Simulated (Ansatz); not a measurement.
The start is a relaxed W cell shaken by Gaussian noise of σ = 0.08 Å a coordinate. Cell shape, volume and atoms are optimised at zero target pressure with r2SCAN (plane waves to 500 eV, PAW, scalar-relativistic; Ansatz, a program for electronic structure). The first steps use a coarse 7×7×7 k-mesh.

Starting cell:
```
CELL_PARAMETERS angstrom
      5.05529     0.00000     0.00000
      0.00000     5.05529     0.00000
      0.00000     0.00000     5.05529
ATOMIC_POSITIONS crystal
  W  0.26595 0.02685 0.50429
  W  0.72639 0.01639 0.51370
  W  0.97946 0.48463 0.24221
  W  0.97018 0.46945 0.76536
  W  0.51691 0.27860 0.00281
  W  0.49908 0.73741 0.01777
  W  0.00253 0.98664 0.01301
  W  0.50330 0.51506 0.49095
```

Question: How much energy is released per atom?

Answer: 0.24 eV/atom.

Question: How do the shortest distances between atoms change?

Answer: The closest pairs of elements (up to four, under 3.6 Å), start → end: W–W 2.32 → 2.53 Å.

Relaxed structure:

Space group Pm-3n (No. 223); a = b = c = 5.0553 Å, α = β = γ = 90.00°

```
atom  site  symmetry       x       y       z
----  ----  --------  ------  ------  ------
W       6d     -4m.2  0.0000  0.2500  0.5000
W       2a      m-3.  0.0000  0.0000  0.0000
```

Final values are on a 9×9×9 k-mesh of the relaxed cell. The start holds a very short contact (W–W 2.32 Å). No spin polarisation in the result.

The relaxed structure here is a generated cell of W: the first start was made by placing the elements on the sites of a structure type, and the end was not matched to a known phase here, so it may be hypothetical. Known forms of W include space group No. 229.
